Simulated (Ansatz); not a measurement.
A geometry of Ni away from equilibrium: step 4 of the relaxation of a relaxed Ni cell, doubled along one cell vector, shaken by Gaussian noise of σ = 0.08 Å a coordinate. Level of theory: r2SCAN (plane waves to 500 eV, PAW, scalar-relativistic; Ansatz, a quantum-chemistry and plane-wave program). Γ-centred k-mesh 7×14×14 on the run's cell (coarser than for final values), Fermi–Dirac smearing 0.05 eV. The plane waves were selected for a different cell earlier on the path.

```
Ni
1.0
    4.51983     0.01507    -0.00497
    0.00754     2.31689    -0.00308
   -0.00249    -0.00308     2.30924
Ni
2
Direct
  0.98804   0.13088   0.90592
  0.49971   0.82533   0.01440
```
Spin-polarised start, with parallel moments on Ni.

Q: What forces act on the atoms (eV/Å)?

A: 
```tsv
atom	Fx	Fy	Fz
Ni1	0.26	0.56	-0.24
Ni2	-0.26	-0.56	0.24
```

The path ends in Fm-3m (No. 225) (fcc (Cu type)). Spin state reached: ferromagnetic (net 0.74 μB/atom), from parallel starting moments; other spin orders were not run from this start. r2SCAN tends to overstate moments in metals.

The run could not lose the symmetry of its start.

Of the parent cell (Pm-3m (No. 221)): it is a generated cell of Ni: the first start was made by placing the elements on the sites of a structure type, and the end was not matched to a known phase here, so it may be hypothetical. Known forms of Ni include space group No. 225.
